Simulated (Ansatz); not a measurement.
An Ansatz (a program for electronic structure) run. Input:

Ansatz 0.2 input:
```yaml
crystal:
  lattice:
    - [0.0, 3.5708005456, 3.5708005456]
    - [3.5708005456, 0.0, 3.5708005456]
    - [3.5708005456, 3.5708005456, 0.0]
  atoms:
    - { symbol: Te, position: [0.0, 0.0, 0.0] }
    - { symbol: Te, position: [0.25, 0.25, 0.25] }
kpoints:
  mp_grid: { grid: [10, 10, 10] }
hamiltonian:
  xc: r2scan
  pseudopotentials: { kind: paw }
scf:
  occupations: { method: gaussian, width: 0.05 }
checkpoint: { read: metal.run }
output: { bader: true, populations: true }
```

Output (shortened):

```
Pseudopotential: Te, paw, valence charge 16
Functional definition: r2SCAN
Crystal: 2 atoms, lattice volume = 91.060 Å³
Basis set: ecut = 500 eV, 2277 PW (Γ), exchange–correlation on 160×160×160 points (64 copies of the dense FFT grid, shifted against one another)
Bands: 24, of which v1, the nominal top of the filled ones, is band 16 counted from 1 (15 counted from 0)
Symmetry: 48 space group operations
Space group: Fd-3m (ITA 227), of the structure as read, at distance tolerance 4.5e-5 Å
k-points: 47 of 1000
Stability of the state it starts from, as read at its close in the unpolarized treatment …
iter 1 solved again at ethr=2.30e-7 eV; its pass at ethr=3.10e-3 eV (dr2=7.36e-5 eV) is discarded
SCF iter   1: F=—  HF=-13988.570069 eV  |F-HF|=—  |Δ(HF+E_count)|=         —  Δρ=2.58e-7  dr2=2.45e-11  dr2_τ=4.63e-11  ethr=2.30e-7  ⟨swp⟩=3.0  Hψ=8665  notcnv=0
preconditioner: auto → LDOS
SCF iter   2: F=-13988.570069 eV  HF=-13988.570069 eV  |F-HF|=1.82e-10  |Δ(HF+E_count)|=   6.92e-8  Δρ=3.72e-7  dr2=8.71e-11  dr2_τ=5.60e-11  ethr=1.00e-12  ⟨swp⟩=7.6  Hψ=5214  notcnv=0
SCF 1 converged in 2 iterations: F = -13988.570069 eV  dr2 = 8.71e-11
SCF converged after 2 iterations
Free energy (F): -13988.570069 eV
Harris-Foulkes:  -13988.570069 eV  (|F-HF|=1.82e-10)
Internal energy: -13988.567734 eV  (E = F + TS)
E sigma→0 (E₀):  -13988.568902 eV
Entropy (-TS):   -0.002335 eV (-1.168 meV/atom)
Fermi energy:    5.381896 eV
--- Per-component energies (eV) ---
  E_band       = -663.229957
  E_kinetic    = 357.783857
  E_local      = -3278.530658  (includes V_loc(G=0)·N_el)
  E_nonlocal   = -621.479880
  E_hartree    = 1933.295184
  E_xc         = -228.176439
  E_vxc        = -221.166745  (∫ρ·V_xc dr)
  E_paw        = -9371.504011  (= ΣΔE_a)
  E_vpaw       = -780.581335  (= ΣTr[D̂ρ^β])
  E_aug_tail   = -0.000071  (compensation charges beyond the density's cutoff)
  E_vtau       = 14.155190  (kinetic-family band-sum trace: ∫τ·v_τ [+ j·A + Jᵃ·Aᵃ] dr)
  E_ewald      = -2780.525426
  E_core_change = 0.569711  (= ΣΔE_core)
  E_smearing   = -0.002335  (= −TS)
  E_closure    = 0.000000  (closes the sum)
  Σ components = -13988.570069   (vs F -13988.570069, Δ=0.00e0)
  [band-id]    e_kinetic+e_local+e_nonlocal+2·e_hartree+e_vxc+e_vpaw+e_augmentation_tail+e_vtau = -663.229274   (vs E_band -663.229957, Δ=6.83e-4)
--- Band table (eV; the first three rows and the last of 47) ---
  k-point 0: bands = ["-32.9450", "-32.9450", "-32.9450", "-32.9319", "-32.9319", "-32.8978", "-32.8978", "-32.8905", "-32.8905", "-32.8905", "-8.2158", "-3.4691", "2.1529", "2.1529", "2.1529", "4.6360", "4.6360", "4.6360", "9.3281", "11.7663", "11.7663", …
  k-point 1: bands = ["-32.9457", "-32.9457", "-32.9445", "-32.9310", "-32.9310", "-32.8989", "-32.8989", "-32.8910", "-32.8896", "-32.8896", "-8.1574", "-3.6337", "2.0723", "2.0723", "2.1420", "4.7595", "4.7595", "4.7711", "9.5902", "11.5190", "11.5190", …
  k-point 2: bands = ["-32.9471", "-32.9471", "-32.9430", "-32.9289", "-32.9289", "-32.9011", "-32.9011", "-32.8925", "-32.8880", "-32.8880", "-7.9891", "-4.0577", "1.8900", "1.8900", "2.0681", "5.0484", "5.0484", "5.2172", "10.1952", "11.2593", "11.2593", …
  k-point 46: bands = ["-32.9533", "-32.9533", "-32.9228", "-32.9228", "-32.9150", "-32.9150", "-32.9099", "-32.9099", "-32.8816", "-32.8816", "-6.3905", "-6.3905", "0.7064", "0.7064", "4.2963", "4.2963", "6.8112", "6.8112", "10.5778", "10.5778", "13.2642", …
--- Löwdin populations: 2 sites ---
  site symbol       q [e]
     0     Te     15.9541
     1     Te     15.9541
  spilling = 0.002868 (of n_electrons = 32.000000)
--- Bader charges: 2 sites ---
  site symbol  charge [e]  shift [e]
     0     Te      0.0000     0.0000
     1     Te      0.0000     0.0000
  shift: an alarm, by how much a part of what the PAW files miss would move the charge. Where it is large, compare
  with a run on PAW files of another source; a small one proves nothing
  estimated error of the sums over rays = 2.1e-5 e
```

Cost: about 16 core-seconds (a rough figure) on shared cores.

The start of the workflow was typed in or built on a structure type; neither database checked (COD, Materials Project) lists it. It is not the phase usual at ambient conditions (space group No. 152). Symmetry was held in the r²SCAN relaxation; whether a distortion lowers the energy is not shown. Spin–orbit coupling is left out wherever it is not named.

Potentials: the later of the program's two PAW sets.

Ansatz is a plane-wave DFT program.
